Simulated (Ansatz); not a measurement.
W3N4 (space group Pm-3m)

```yaml
crystal:
  lattice:
    - [4.15584, 0.00000, 0.00000]
    - [0.00000, 4.15584, 0.00000]
    - [0.00000, 0.00000, 4.15584]
  atoms:
    - { symbol: N, position: [0.50000, 0.50000, 0.50000] }
    - { symbol: N, position: [0.50000, 0.00000, 0.00000] }
    - { symbol: N, position: [0.00000, 0.50000, 0.00000] }
    - { symbol: N, position: [0.00000, 0.00000, 0.50000] }
    - { symbol: W, position: [0.50000, 0.50000, 0.00000] }
    - { symbol: W, position: [0.00000, 0.50000, 0.50000] }
    - { symbol: W, position: [0.50000, 0.00000, 0.50000] }
```

The slice is a {210} plane (indices of the conventional cell) through the point (0.000, 0.000, 0.500) (fractional), spanned by u = [100] and v = [021] in vectors of this cell: u (4.16 Å) and v (9.29 Å, at 90° to u). It covers one period; positions are fractions (u, v).

These are LDA (plane waves to 420 eV, PAW, scalar-relativistic; Ansatz, a program for electronic structure) values and carry that method's errors. k mesh 11×11×11. Near the nuclei the fields are pseudised (PAW); where an atom keeps semicore shells as valence, they peak there. Spin-orbit coupling is left out, though W is heavy. W3N4 is run without spin polarisation. W3N4 was relaxed with its symmetry unable to fall.

### Question
What is the valence density on the shortest N–W line in this plane (2.08 Å), at its minimum between the atoms?

### Answer
0.78 e/Å³.

### Question
What is the ELF at the density minimum of the shortest N–W line in this plane (2.08 Å)?

### Answer
0.3.

### Question
Sketch the electrostatic potential energy of an electron, from the cell's mean on this plane as a map.

### Answer
```
|xxxxxx    xxxxxxxxxx    xxxx|
|xxxxxx    xxxxxxxxxx    xxxx|
|xx  ::::      xx      ::::  |
|      ::..          ..::    |
|        ::::      ::::      |
|        ....      ....      |
|                            |
|                            |
|      ..              ..    |
|..::----              ----::|
|++++++==..          ..==++++|
|######**==          ==**####|
|@@@@%%##**--  xx  --**##%%@@|
|@@@@@@%%**xxxxxxxxxx**%%@@@@|
|@@@@@@%%++xxxxxxxxxx++%%@@@@|
|@@@@@@%%xxxxxxxxxxxxxx%%@@@@|
|@@@@@@%%++xxxxxxxxxx++%%@@@@|
|@@@@@@%%**xxxxxxxxxx**%%@@@@|
|@@@@%%##**--  xx  --**##%%@@|
|######**==          ==**####|
|++++++==..          ..==++++|
|..::----              ----::|
|      ..              ..    |
|                            |
|                            |
|        ....      ....      |
|        ::::      ::::      |
|      ::..          ..::    |
|xx  ::::      xx      ::::  |
|xxxxxx    xxxxxxxxxx    xxxx|
|xxxxxx    xxxxxxxxxx    xxxx|
|xxxxxxxxxxxxxxxxxxxxxxxxxxxx|
```
Scale: ten equal steps from 8.00 (start of ' ') to 16.69 (end of '@'), in the order ' .:-=+*#%@'. Values: electrostatic potential energy of an electron, from the cell's mean, in eV. The map has 14 points along u (two characters each, u = 0 at the left) and 32 along v (v = 0 in the bottom row). Points within 0.9 Å of a nucleus are blanked (x), as the pseudised field means little there. Values under 8 eV are set to 8. The zero, the cell's mean, hangs on the PAW cores.
